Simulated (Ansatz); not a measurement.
Here is the system:

TaP:
```yaml
crystal:
  lattice:
    - [-1.64565, 1.64565, 5.60334]
    - [1.64565, -1.64565, 5.60334]
    - [1.64565, 1.64565, -5.60334]
  atoms:
    - { symbol: Ta, position: [0.99933, 0.49933, 0.50000] }
    - { symbol: Ta, position: [0.24933, 0.24933, 0.00000] }
    - { symbol: P, position: [0.41667, 0.91667, 0.50000] }
    - { symbol: P, position: [0.66667, 0.66667, 0.00000] }
```

This is the LDA-relaxed structure.

Question: All from plane-wave PAW LDA (Ansatz code), unless another level is named. Predict the bulk modulus (Birch–Murnaghan fit).

Answer: 225 GPa.

Question: And the highest zone-centre frequency?

Answer: 415 cm⁻¹.

Space group I4_1md. The first step of the workflow began from a Materials Project structure, measured or hypothetical; the Crystallography Open Database copy checked does not list it. COD files the formula under space group No. 141. Its standing as an ambient phase is unchecked. The cell was relaxed with LDA under the symmetry of its start; whether a distortion lowers the energy is not shown. The run is not spin-polarised. A small band overlap can be real or an error of a semilocal functional. As this level gives no gap, phonon frequencies hold no LO–TO term and depend on the k-mesh and smearing (Fermi–Dirac, 0.1 eV here). Scalar-relativistic: spin–orbit coupling is off unless named, which matters more the heavier the elements.

Potentials: the earlier of the program's two PAW sets. The files were generated under PBE; for other functionals the program regenerates the frozen cores, and for LDA and PBEsol the local potential too.
